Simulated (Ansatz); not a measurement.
The relaxed structure here is a generated cell of InSb: the first start was made by placing the elements on the sites of a structure type, and the end was not matched to a known phase here, so it may be hypothetical. Known forms of InSb include space group No. 216.

A relaxed structure of InSb. Calculation: r2SCAN (plane waves to 500 eV, PAW, scalar-relativistic; Ansatz, a first-principles code).

```
CELL_PARAMETERS angstrom
      4.63294     0.00000     0.00000
     -2.31647     4.01225     0.00000
      0.00000     0.00000    22.75679
ATOMIC_POSITIONS crystal
  In 0.00000 0.00000 0.99988
  In 0.00000 0.00000 0.49988
  In 0.66667 0.33333 0.83280
  In 0.33333 0.66667 0.33280
  In 0.66667 0.33333 0.16650
  In 0.33333 0.66667 0.66650
  Sb 0.00000 0.00000 0.87456
  Sb 0.00000 0.00000 0.37456
  Sb 0.66667 0.33333 0.70814
  Sb 0.33333 0.66667 0.20814
  Sb 0.66667 0.33333 0.04181
  Sb 0.33333 0.66667 0.54181
```

Task: Determine the symmetry and give the standard cell with its independent sites.

Result: Space group P6₃mc (No. 186); a = 4.633 Å, b = 4.633 Å, c = 22.757 Å, α = 90.00°, β = 90.00°, γ = 120.00°

| atom | site | symmetry | x | y | z |
|---|---|---|---|---|---|
| In | 2a | 3m. | 0.0000 | 0.0000 | 0.4999 |
| In | 2b | 3m. | 0.3333 | 0.6667 | 0.3328 |
| In | 2b | 3m. | 0.6667 | 0.3333 | 0.1665 |
| Sb | 2a | 3m. | 0.0000 | 0.0000 | 0.3746 |
| Sb | 2b | 3m. | 0.3333 | 0.6667 | 0.2081 |
| Sb | 2b | 3m. | 0.6667 | 0.3333 | 0.0418 |

This is the AFLOW prototype AB_hP12_186_a2b_a2b (B6, as in SiC).

Task: Give the shortest distances between elements (the closest pairs, up to four, under 3.6 Å).

Result: In–Sb 2.84 Å.

```json
{
 "volume_per_atom": "35.25 Å³",
 "band_gap": "0.03 eV, direct at Γ (no spin-orbit coupling)"
}
```

No spin polarisation in the result. Without spin-orbit coupling the bands of the heavy element are not split, so the gap can be far off.

The run could not lose the symmetry of its start: the end is stationary, and may be a saddle point rather than a minimum.
